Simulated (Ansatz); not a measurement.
## Ni: constraining the magnetisation

Ni is taken as a measured crystal structure (space group Fm-3m), 1 atom in the cell. Source: COD entry 9013029; it may be a high-temperature, high-pressure or metastable form.

```
Ni
1.0
     0.00000    1.78550    1.78550
     1.78550    0.00000    1.78550
     1.78550    1.78550    0.00000
Ni
1
Direct
  0.00000 0.00000 0.00000
```

Atoms are numbered from 1 in the order listed.

The calculation used Ansatz development build ahead of 0.2.0, DFT, PBE, PAW, plane waves, scalar-relativistic.

```yaml
plane_wave_cutoff: 420 eV
k_point_mesh: 12×12×12 (Γ-centred)
occupations: Fermi–Dirac smearing, 0.1 eV
valence_electrons: 18
```

The total moment includes the space between the atomic spheres.

For a metal this mesh leaves errors of several meV/atom.

Each run fixes N↑ − N↓ and starts with that moment spread in parallel over the Ni atoms; no search for lower states follows. F is the free energy per cell, and F(lowest) that of the lowest run, the runs with a free moment included. Each row is one local solution, which need not be the lowest state at that M. The run at M = 0 starts without moments and gives the spin-unpolarised solution. The cell holds one magnetic atom, so only parallel order fits; orders in a larger cell may lie lower. The program warns that the SCF threshold is loose for stress, so pressures can be off by 0.1 GPa or more.

The run at M = 0.98 μB took 1.2 s on 2 threads of Arm Neoverse V1, on a shared host, peak memory 0.25 GiB.

| fixed M (μB/cell) | F − F(lowest) (meV/cell) | moments of Ni1 (μB) | pressure (GPa) |
| --- | --- | --- | --- |
| 0.00 | 36 | 0.00 | -8.6 |
| 0.24 | 28 | 0.26 | -8.5 |
| 0.49 | 8 | 0.53 | -8.1 |
| 0.73 | 2 | 0.77 | -7.1 |
| 0.98 | 75 | 1.00 | -5.0 |
| 1.22 | 233 | 1.20 | -2.0 |
| 1.47 | 522 | 1.40 | 2.3 |
| 1.71 | 920 | 1.58 | 7.3 |
| 1.96 | 1516 | 1.77 | 14.9 |

The lowest fixed-moment run is the one at M = 0.73 μB (2 meV). With the constraint released: “usual moment, free total moment [Ni1 2.00 μB]” ends at 0.67 μB, 0 meV; “usual moment scaled by 0.1, free total moment [Ni1 0.20 μB]” ends at 0.67 μB, 0 meV.
